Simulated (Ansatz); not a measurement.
Li4H4Rh:
```
CELL_PARAMETERS angstrom
     -3.07134     3.07134     1.97731
      3.07134    -3.07134     1.97731
      3.07134     3.07134    -1.97731
ATOMIC_POSITIONS crystal
  Li 0.78176 0.38767 0.16944
  Li 0.61233 0.78176 0.39409
  Li 0.21824 0.61233 0.83056
  Li 0.38767 0.21824 0.60591
  H  0.73272 0.06746 0.80018
  H  0.93254 0.73272 0.66526
  H  0.26728 0.93254 0.19982
  H  0.06746 0.26728 0.33474
  Rh 0.00000 0.00000 0.00000
```

Relaxed with LDA.

Which orbitals make up the states near the Fermi level in DFT-LDA in the program Ansatz with PAW potentials?

Within 0.5 eV of the Fermi level: Li 2s 37 %, Rh 4d 28 %, H 1s 17 %, outside the projected shells 16 %. Projections are on Löwdin-orthogonalised atomic valence shells; empty p or d shells of many metals are not among them.

Tabulate the density of states.

States/eV per cell of 9 atoms, in 0.25 eV bins, energy from the Fermi level.

| E (eV) | total | Rh 4d | H 1s | Li 2s |
|---|---|---|---|---|
| -7.85 | 1.25 | 0.10 | 0.56 | 0.34 |
| -7.60 | 2.22 | 0.23 | 1.13 | 0.43 |
| -7.35 | 2.26 | 0.30 | 1.22 | 0.30 |
| -7.10 | 0.87 | 0.25 | 0.43 | 0.10 |
| -6.85 | 2.13 | 0.75 | 1.06 | 0.16 |
| -6.60 | 4.05 | 1.86 | 1.88 | 0.20 |
| -6.35 | 1.80 | 0.94 | 0.78 | 0.07 |
| -6.10 | 0.52 | 0.12 | 0.27 | 0.11 |
| -5.85 | 0.84 | 0.11 | 0.50 | 0.19 |
| -5.60 | 1.52 | 0.13 | 1.00 | 0.31 |
| -5.35 | 2.45 | 0.14 | 1.73 | 0.46 |
| -5.10 | 2.33 | 0.12 | 1.75 | 0.34 |
| -4.85 | 2.87 | 0.14 | 2.28 | 0.29 |
| -4.60 | 1.91 | 0.13 | 1.52 | 0.15 |
| -4.35 | 1.37 | 0.12 | 1.09 | 0.09 |
| -4.10 | 1.06 | 0.10 | 0.85 | 0.05 |
| -3.85 | 0.70 | 0.08 | 0.56 | 0.03 |
| -3.60 | 0.27 | 0.04 | 0.21 | 0.01 |
| -3.35 | 0.36 | 0.28 | 0.05 | 0.01 |
| -3.10 | 6.70 | 5.80 | 0.16 | 0.36 |
| -2.85 | 4.65 | 3.86 | 0.26 | 0.24 |
| -2.60 | 12.56 | 11.35 | 0.37 | 0.44 |
| -2.35 | 4.81 | 4.41 | 0.08 | 0.14 |
| -2.10 | 0.77 | 0.52 | 0.03 | 0.12 |
| -1.85 | 0.71 | 0.48 | 0.03 | 0.11 |
| -1.60 | 0.80 | 0.58 | 0.03 | 0.10 |
| -1.35 | 0.67 | 0.54 | 0.02 | 0.05 |
| -1.10 | 0.00 | 0.00 | 0.00 | 0.00 |
| -0.85 | 0.51 | 0.15 | 0.05 | 0.26 |
| -0.60 | 1.16 | 0.31 | 0.14 | 0.58 |
| -0.35 | 1.24 | 0.34 | 0.18 | 0.55 |
| -0.10 | 1.20 | 0.35 | 0.20 | 0.47 |
| 0.15 | 1.27 | 0.36 | 0.23 | 0.44 |
| 0.40 | 1.41 | 0.38 | 0.28 | 0.41 |
| 0.65 | 1.63 | 0.41 | 0.34 | 0.39 |
| 0.90 | 1.53 | 0.34 | 0.31 | 0.32 |
| 1.15 | 1.49 | 0.27 | 0.27 | 0.27 |
| 1.40 | 1.22 | 0.19 | 0.20 | 0.21 |
| 1.65 | 1.21 | 0.17 | 0.19 | 0.17 |
| 1.90 | 0.98 | 0.13 | 0.16 | 0.11 |
| 2.15 | 0.68 | 0.09 | 0.12 | 0.06 |
| 2.40 | 0.41 | 0.05 | 0.06 | 0.05 |
| 2.65 | 0.71 | 0.05 | 0.08 | 0.10 |
| 2.90 | 1.31 | 0.09 | 0.16 | 0.20 |
| 3.15 | 1.64 | 0.12 | 0.20 | 0.31 |
| 3.40 | 1.99 | 0.10 | 0.17 | 0.51 |
| 3.65 | 1.66 | 0.08 | 0.13 | 0.44 |
| 3.90 | 2.29 | 0.13 | 0.18 | 0.67 |
| 4.15 | 2.57 | 0.14 | 0.19 | 0.78 |
| 4.40 | 2.01 | 0.11 | 0.14 | 0.74 |
| 4.65 | 2.26 | 0.11 | 0.15 | 0.93 |

Space group I4/m. The workflow started from an entry of the Crystallography Open Database (COD). Whether it is the stable phase at ambient conditions was not checked. Symmetry was held in the LDA relaxation; of distortions, only those at the zone centre were tested. No spin polarisation was allowed. Spin–orbit coupling is left out wherever it is not named.

Potentials: the later of the program's two PAW sets.
